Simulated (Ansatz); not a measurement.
YHSe:
```cif
data_HSeY
_chemical_formula_sum 'Y1 H1 Se1'
_space_group_name_H-M_alt 'P-6m2'
_space_group_IT_number 187
_space_group_name_Hall 'P -6 2'
_cell_length_a 3.83893
_cell_length_b 3.83893
_cell_length_c 3.91904
_cell_angle_alpha 90.000
_cell_angle_beta 90.000
_cell_angle_gamma 120.000
loop_
_atom_site_label
_atom_site_type_symbol
_atom_site_symmetry_multiplicity
_atom_site_Wyckoff_symbol
_atom_site_fract_x
_atom_site_fract_y
_atom_site_fract_z
_atom_site_occupancy
Y1 Y 1 a 0.00000 0.00000 0.00000 1
H1 H 1 c 0.33333 0.66667 0.00000 1
Se1 Se 1 f 0.66667 0.33333 0.50000 1
```

Relaxed with r²SCAN.

Q: Tabulate the valence density and the electron localisation function along the shortest Y–Se contact (2.96 Å), the program Ansatz at the r²SCAN level (PAW).

A: 

```tsv
distance from Y (Å)	density (e/Å³)	ELF
0.30	3.66	0.66
0.44	3.52	0.81
0.59	2.73	0.86
0.74	1.73	0.85
0.89	0.93	0.73
1.04	0.47	0.40
1.18	0.27	0.15
1.33	0.21	0.13
1.48	0.22	0.33
1.63	0.28	0.64
1.78	0.39	0.78
1.92	0.56	0.81
2.07	0.79	0.82
2.22	1.38	0.79
2.37	3.26	0.69
2.51	8.64	0.48
2.66	20.60	0.24
```

The density is the valence pseudo-density with augmentation charge, so density and ELF within about 1 Å of a nucleus are not all-electron values.

The workflow started from a Materials Project entry (that database holds measured and hypothetical structures alike); the Crystallography Open Database copy checked does not list it. Its standing as an ambient phase is unchecked. Symmetry was held in the r²SCAN relaxation; whether a distortion lowers the energy is not shown. The run is not spin-polarised.

Potentials: the later of the program's two PAW sets.
